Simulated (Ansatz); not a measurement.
I (fcc (Cu type), Fm-3m) at seven volumes, DFT-PBE in the program Ansatz with PAW potentials, scaled uniformly. One row is withheld.

| V (Å³/atom) | P (GPa) |
|---|---|
| 31.827 | 2.91 |
| 32.876 | 1.75 |
| 33.925 | 0.79 |
| 34.974 | 0.00 |
| 36.024 | -0.65 |
| 37.073 | ? |
| 38.122 | -1.61 |

**Question.** Fit the shown pressures and predict the withheld one.

**Answer.** P = (3/2)B₀(x^(7/2) − x^(5/2))[1 + (3/4)(B′ − 4)(x − 1)] with x = (V₀/V)^(2/3). Least squares on the six rows gives V₀ = 34.975 Å³/atom, B₀ = 23.8 GPa, B′ = 5.55. At V = 37.073, x = 0.9619 and P = -1.18 GPa. The run itself gave -1.18 GPa.

The cell is a constructed one: a structure type filled with these elements; neither database checked (COD, Materials Project) lists it. It is not the phase usual at ambient conditions (space group No. 64). The PBE relaxation kept the symmetry of its start; whether a distortion lowers the energy is not shown. Spin–orbit coupling is left out wherever it is not named.

Potentials: the later of the program's two PAW sets.
